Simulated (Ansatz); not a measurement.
The cell below belongs to a search over invented structures; it isn't taken from experiment.

Input and command of a plane-wave DFT calculation in Ansatz:

```yaml
crystal:
  lattice:
    - [3.3989912279, 0.0, 0.0]
    - [-1.6994956139, 2.9436127506, 0.0]
    - [0.0, 0.0, 13.1856260485]
  atoms:
    - { symbol: Nb, position: [0.0, 0.0, 0.5] }
    - { symbol: Ni, position: [0.0, 0.0, 0.0] }
    - { symbol: S, position: [0.6666666667, 0.3333333333, 0.9110423943] }
    - { symbol: S, position: [0.6666666667, 0.3333333333, 0.3816834598] }
    - { symbol: S, position: [0.3333333333, 0.6666666667, 0.6183165402] }
    - { symbol: S, position: [0.3333333333, 0.6666666667, 0.0889576057] }
basis:
  ecutwfc: 420
kpoints:
  mp_grid: { grid: [12, 12, 4] }
hamiltonian:
  xc: pbe
scf:
  occupations: { method: gaussian, width: 0.1 }
output:
  forces: true
  stress: true
  eigenvalues: true
relax:
  adjacent_minimum: "off"
  f_tol: 0.01
  max_steps: 30
  cell: { stress_tol: 0.1, fix: [volume] }
```

```bash
ansatz run input.yaml --threads 1 --pin off --max-ram 2560MiB --backend cpu --events-out ev --progress --plain --runs-dir out
```

Processor: Arm Neoverse V1, 1 thread, on a host shared with other jobs.

**Question.** How long does it run, and how much memory does it take?

**Answer.** About 93 s, peak memory 0.55 GiB. It solves 34 bands at 69 k points (after reduction by symmetry) with about 2589 plane waves, in 36 SCF iterations over 5 ionic steps.
